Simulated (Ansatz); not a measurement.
Ni (fcc, Cu type)

```xyz
1
Lattice="0.0000 1.7391 1.7391 1.7391 0.0000 1.7391 1.7391 1.7391 0.0000" Properties=species:S:1:pos:R:3 pbc="T T T"
Ni     0.0000     0.0000     0.0000
```

The volume is varied about the relaxed value V₀ at fixed cell shape. Symmetry pins the atoms to their sites.

All values below come from r2SCAN (plane waves to 500 eV, PAW, scalar-relativistic; Ansatz, a quantum-chemistry and plane-wave program). k mesh 23×23×23 (Γ-centred), Fermi-Dirac smearing 0.05 eV. Energies are smeared free energies. Stress and pressure are positive under compression. Ni was relaxed with its symmetry unable to fall. Relaxed Ni ends ferromagnetic. Other magnetic orders were not checked, so this need not be the ground state. ΔE is measured from the relaxed starting cell. The last digit holds for this mesh only.

| V (Å³/atom) | ΔE (meV/atom) |
|---|---|
| 9.467 | 88.8 |
| 9.678 | 54.5 |
| 9.888 | 29.4 |
| 10.099 | 12.5 |
| 10.309 | 3.0 |
| 10.519 | 0.0 |
| 10.730 | 2.8 |
| 10.940 | 10.7 |
| 11.150 | 23.3 |
| 11.361 | withheld |
| 11.571 | 60.0 |

Problem. Fit a third-order Birch-Murnaghan form (E₀, V₀, B₀, B₀′ free) to the given rows and predict ΔE at V = 11.361.

Solution. Least squares on the 10 given rows: ΔE = E₀ + (9V₀B₀/16)·y²·[2 + (B₀′ − 4)y], y = (V₀/V)^(2/3) − 1, with V₀ = 10.519 Å³/atom, B₀ = 220.2 GPa (160.2 GPa = 1 eV/Å³; the term in eV is multiplied by 1000), B₀′ = 4.84, E₀ = 0.02 meV/atom; root-mean-square residual 0.06 meV/atom. At 11.361 the fit gives 39.9 meV/atom; the calculation gives 39.8 meV/atom, so the interpolation is off by 0.1 (+0.3 %). For the pressure the fit gives -14.1 GPa against the computed -14.0 GPa.

(Under strain, the slope of the energy per volume gives the stress and its curvature an elastic modulus.)
